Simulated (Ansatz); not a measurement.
How long does this Ansatz run take?

```yaml
crystal:
  lattice:
    - [4.5336, 0.0, 0.0]
    - [0.0, 4.6255, 0.0]
    - [0.0, 0.0, 7.0384]
  atoms:
    - { symbol: Be, position: [0.0302, 0.7077, 0.6261] }
    - { symbol: Be, position: [0.4698, 0.2923, 0.1261] }
    - { symbol: Be, position: [0.5302, 0.7923, 0.3739] }
    - { symbol: Be, position: [0.9698, 0.2077, 0.8739] }
    - { symbol: H, position: [0.267, 0.096, 0.5983] }
    - { symbol: H, position: [0.233, 0.904, 0.0983] }
    - { symbol: H, position: [0.767, 0.404, 0.4017] }
    - { symbol: H, position: [0.733, 0.596, 0.9017] }
    - { symbol: H, position: [0.352, 0.434, 0.778] }
    - { symbol: H, position: [0.148, 0.566, 0.278] }
    - { symbol: H, position: [0.852, 0.066, 0.222] }
    - { symbol: H, position: [0.648, 0.934, 0.722] }
    - { symbol: O, position: [0.193, 0.104, 0.0413] }
    - { symbol: O, position: [0.307, 0.896, 0.5413] }
    - { symbol: O, position: [0.693, 0.396, 0.9587] }
    - { symbol: O, position: [0.807, 0.604, 0.4587] }
    - { symbol: O, position: [0.152, 0.424, 0.7294] }
    - { symbol: O, position: [0.348, 0.576, 0.2294] }
    - { symbol: O, position: [0.652, 0.076, 0.2706] }
    - { symbol: O, position: [0.848, 0.924, 0.7706] }
kpoints:
  mp_grid: { grid: [5, 5, 3] }
scf:
  occupations: { method: fermi_dirac, width: 0.02 }
hamiltonian:
  xc: r2scan
  pseudopotentials: { kind: paw }
output:
  forces: true
  stress: true
  populations: true
  efg:
    quadrupole_moments_barn: { Be: 0.05288, H: 0.00285783, O: -0.02558 }
    contact_densities: true
relax:
  f_tol: 0.02
  max_steps: 60
```

```sh
ansatz run input.yaml --threads 1 --pin off --max-ram 3072MiB --backend cpu --events-out ev --progress --plain --runs-dir out
```

It runs on 1 thread of Arm Neoverse V2 (aarch64; 8 cores open to the job, memory cap 3.0 GiB, no GPU), a shared host with a load of 0.2 a core.

Q: How much time and memory should be set aside?

A: About 2.2 min of wall time (2.2 min of CPU time) and 0.71 GiB. The run holds 64 valence electrons in 52 bands, about 3769 plane waves a k-point and 18 irreducible k-points, and took 36 SCF iterations, over 6 ionic steps. Times on a shared host vary by tens of per cent.
